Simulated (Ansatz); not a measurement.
Theory: DFT PBE, scalar-relativistic, plane waves, PAW in Ansatz 0.2.0. All cells share a 420 eV cutoff and Γ-centred k meshes spaced at most about 0.3 Å⁻¹ (about 0.25 or finer for metals, 2π included). No spin polarisation in the final relaxations.

Temperature and zero-point effects are left out. All come from trial cells, and lower structures may exist.

Question: These unrelaxed guesses for Sn3TeW are each relaxed within their symmetry. Order them by the energy at which they end, lowest first.
A.

```
CELL_PARAMETERS angstrom
4.29043 0.00000 0.00000
-2.14522 3.71562 0.00000
0.00000 0.00000 8.36350
ATOMIC_POSITIONS crystal
Sn 0.50000 0.00000 0.50000
Sn 0.00000 0.50000 0.50000
Sn 0.50000 0.50000 0.50000
Te 0.00000 0.00000 0.00000
W 0.00000 0.00000 0.50000
```

B.

```
CELL_PARAMETERS angstrom
5.09905 0.00000 0.00000
0.00000 5.09905 0.00000
0.00000 0.00000 5.09905
ATOMIC_POSITIONS crystal
Sn 0.00000 0.50000 0.50000
Sn 0.50000 0.00000 0.50000
Sn 0.50000 0.50000 0.00000
Te 0.00000 0.00000 0.00000
W 0.50000 0.50000 0.50000
```

C.

```
CELL_PARAMETERS angstrom
4.86976 0.00000 0.00000
-2.43488 4.21734 0.00000
0.00000 0.00000 6.75599
ATOMIC_POSITIONS crystal
Sn 0.50000 0.00000 0.00000
Sn 0.00000 0.50000 0.00000
Sn 0.50000 0.50000 0.00000
Te 0.00000 0.00000 0.00000
W 0.00000 0.00000 0.50000
```

Answer: B (ends in Pm-3m, antiperovskite type, 0 meV/atom), A (ends in P6/mmm, 164 meV/atom), C (ends in P6/mmm, 0.90 eV/atom). Even the lowest end lies +0.51 eV/atom against the elements.

These runs have no spin–orbit coupling, which can matter for Te and W. A magnetic state wasn't ruled out in cells without spin, among them Pm-3m, P6/mmm at 36.1 Å³/atom. Cells relaxed within their symmetry can be saddle points. Some types were kept out of the candidates beforehand, so the set may lack a known form.
